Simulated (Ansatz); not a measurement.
Here is the system:

Zr₃Ga₂:
```cif
data_Ga4Zr6
_chemical_formula_sum 'Zr6 Ga4'
_space_group_name_H-M_alt 'P 1'
_space_group_IT_number 1
_cell_length_a 7.33073
_cell_length_b 7.33073
_cell_length_c 3.70804
_cell_angle_alpha 90.000
_cell_angle_beta 90.000
_cell_angle_gamma 90.000
loop_
_space_group_symop_operation_xyz
  'x, y, z'
loop_
_atom_site_label
_atom_site_type_symbol
_atom_site_fract_x
_atom_site_fract_y
_atom_site_fract_z
_atom_site_occupancy
Zr1 Zr 0.00000 0.00000 0.00000 1
Zr2 Zr 0.50000 0.50000 0.00000 1
Zr3 Zr 0.17664 0.67664 0.50000 1
Zr4 Zr 0.82336 0.32336 0.50000 1
Zr5 Zr 0.32336 0.17664 0.50000 1
Zr6 Zr 0.67664 0.82336 0.50000 1
Ga1 Ga 0.37730 0.87730 0.00000 1
Ga2 Ga 0.62270 0.12270 0.00000 1
Ga3 Ga 0.12270 0.37730 0.00000 1
Ga4 Ga 0.87730 0.62270 0.00000 1
```

This is the r²SCAN-relaxed structure.

Question: All from r²SCAN in the plane-wave PAW code Ansatz, unless another level is named. Estimate the density of states at the Fermi level.

Answer: 1.0 states/eV per atom (mean over ±0.08 eV).

Question: Predict the formation energy from the elements (no fitted shifts).

Answer: -0.62 eV/atom.

Space group P4/mbm. The workflow started from a Materials Project entry (that database holds measured and hypothetical structures alike); the Crystallography Open Database files this formula in space group No. 127, but the cells were not matched. Its standing as an ambient phase is unchecked. The cell was relaxed with r²SCAN under the symmetry of its start; whether a distortion lowers the energy is not shown. No spin polarisation was allowed. The references are the lowest solids computed at this level, not always the standard phases. Scalar-relativistic: spin–orbit coupling is off unless named, which matters more the heavier the elements.

Potentials: the earlier of the program's two PAW sets.
